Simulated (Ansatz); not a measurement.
Polymorphs of Al, each relaxed with plane-wave PAW r²SCAN (Ansatz code):

A: simple cubic (Pm-3m)
a = 2.7079 Å, b = 2.7079 Å, c = 2.7079 Å, α = 90.00°, β = 90.00°, γ = 90.00°

```tsv
atom	site	symmetry	x	y	z
Al	1a	m-3m	0.0000	0.0000	0.0000
```

B: I4/mcm
a = b = 8.1364 Å, c = 2.7189 Å, α = β = γ = 90.00°

```csv
atom,site,symmetry,x,y,z
Al,8h,m.2m,0.1472,0.3528,0.0000
```

C: diamond (Fd-3m)
a = 6.031 Å, b = 6.031 Å, c = 6.031 Å, α = 90.00°, β = 90.00°, γ = 90.00°

```tsv
atom	site	symmetry	x	y	z
Al	8b	-43m	0.5000	0.5000	0.5000
```

Problem. Rank these by energy per atom at 0 K (lowest first), as r²SCAN gives it.

Solution. B (+0 meV/atom), A (+205 meV/atom), C (+567 meV/atom)

Constructed cells (a structure type filled with these elements, in neither database checked): A. Typed or built starts, not in the databases checked: B; C. Not the usual ambient phase: A; B; C. Unstable at this level: A; C. All cells were relaxed under the symmetry of their starts (and spin orders); stability against distortions was not tested throughout.

Energies hold the estimated change up to a 700 eV cutoff; steps of a few meV lie near the error of the meshes.

Potentials: the later of the program's two PAW sets.
